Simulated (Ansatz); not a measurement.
Data:

BAs:
Space group P4₂/mnm (No. 136); a = 5.8371 Å, b = 5.8371 Å, c = 3.3620 Å, α = 90.00°, β = 90.00°, γ = 90.00°

| atom | site | symmetry | x | y | z |
|---|---|---|---|---|---|
| B | 4g | m.2m | 0.1773 | 0.1773 | 0.5000 |
| As | 4f | m.2m | 0.3184 | 0.3184 | 0.0000 |

This is the PBEsol-relaxed structure.

All from the program Ansatz at the PBEsol level (PAW), unless another level is named. Give the highest zone-centre frequency (without LO–TO term).

93.4 meV.

And the bulk modulus (Birch–Murnaghan fit)?

1280 kbar.

Space group P4_2/mnm. The start of the workflow was typed in or built on a structure type; neither database checked (COD, Materials Project) lists it. It is not the phase usual at ambient conditions (space group No. 216). The PBEsol relaxation kept the symmetry of its start; phonons on a q-mesh show no instability.

Potentials: the later of the program's two PAW sets.
